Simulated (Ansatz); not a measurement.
Polymorphs of BP, each relaxed with plane-wave PAW r²SCAN+D4 (Ansatz code):

A: P6_222
a = b = 3.2646 Å, c = 6.9769 Å, α = β = 90.00°, γ = 120.00°

```
atom  site  symmetry       x       y       z
----  ----  --------  ------  ------  ------
B       3d       222  0.5000  0.0000  0.5000
P       3c       222  0.5000  0.0000  0.0000
```

B: Pnma
a = 6.2342 Å, b = 3.2172 Å, c = 5.3634 Å, α = β = γ = 90.00°

| atom | site | symmetry | x | y | z |
|---|---|---|---|---|---|
| B | 4c | .m. | 0.1626 | 0.2500 | 0.3997 |
| P | 4c | .m. | 0.3385 | 0.2500 | 0.1076 |

### Question
Put the candidates in order of energy per atom at 0 K, lowest first, for r²SCAN+D4.

### Answer
B (+0 meV/atom), A (+225 meV/atom)

### Question
Give each one's gap.

### Answer
A 0.19 eV; B 0.80 eV.

Typed or built starts, not in the databases checked: A; B. Not the usual ambient phase: A; B. All cells were relaxed under the symmetry of their starts (and spin orders); stability against distortions was not tested throughout.

Energies hold the estimated change up to a 700 eV cutoff; steps of a few meV lie near the error of the meshes.

Potentials: the later of the program's two PAW sets.
